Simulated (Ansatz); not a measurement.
One crystal and one scan (generalised stacking-fault energy along a line) at two levels, PBE (plane waves to 420 eV, PAW, scalar-relativistic; Ansatz, a first-principles code) and r2SCAN (plane waves to 500 eV, PAW, scalar-relativistic; Ansatz), each from its own relaxed cell and on its own mesh. The cell shown is that of PBE.

LiF (rock salt) is sheared across one {110} plane: the third cell vector gains the shift, so faults repeat every 4.3 Å. The cut lies between planes 1.44 Å apart; the cell height is held.

```
CELL_PARAMETERS angstrom
      2.87642     0.00000     0.00000
      0.00000     4.06787     0.00000
      1.43821     2.03393     4.31462
ATOMIC_POSITIONS crystal
  F  0.00000 0.00000 0.83333
  F  0.33333 0.33333 0.16667
  F  0.66667 0.66667 0.50000
  Li 0.00000 0.50000 0.83333
  Li 0.33333 0.83333 0.16667
  Li 0.66667 0.16667 0.50000
```

In-plane vectors a = (2.876, 0.000) Å, b = (0.000, 4.068) Å, area 11.70 Å². The shift is s times the vector b (length 4.068 Å), so s = 1 restores the start. Atoms relax along the normal only. γ = [E(shift) − E(0)] / area.

Energies are extrapolated to zero smearing. LiF was relaxed with its symmetry unable to fall. Faults lie only 4.2 Å apart, and holding the cell height raises γ above its relaxed value. Faults lie only 4.3 Å apart, and holding the cell height raises γ above its relaxed value. Both scans cover s from 0.000 to 0.917.

γ (J/m²), each from zero shift of its own level:

| s | PBE | r2SCAN |
|---|---|---|
| 0.000 | 0.00 | 0.00 |
| 0.083 | 0.28 | 0.30 |
| 0.167 | 1.04 | withheld |
| 0.250 | 1.99 | 2.24 |
| 0.333 | 2.85 | 3.23 |
| 0.417 | 3.44 | 3.91 |
| 0.500 | 3.65 | 4.15 |
| 0.583 | 3.44 | 3.91 |
| 0.667 | 2.85 | 3.23 |
| 0.750 | 1.99 | 2.24 |
| 0.833 | 1.04 | withheld |
| 0.917 | 0.28 | 0.30 |

**Question.** Estimate the r2SCAN value at 0.833 from the PBE value there and the ratio of the two levels in the two nearest given rows on that side of the minimum.

**Answer.** At 0.750 and 0.667 the ratio r2SCAN/PBE averages 1.129, which gives 1.129 × 1.04 = 1.17 J/m². The calculation gives 1.15 J/m², +10.6 % against PBE.

(The slope of γ gives the shear force per area between the displaced halves; near zero shift its curvature is an elastic stiffness.)
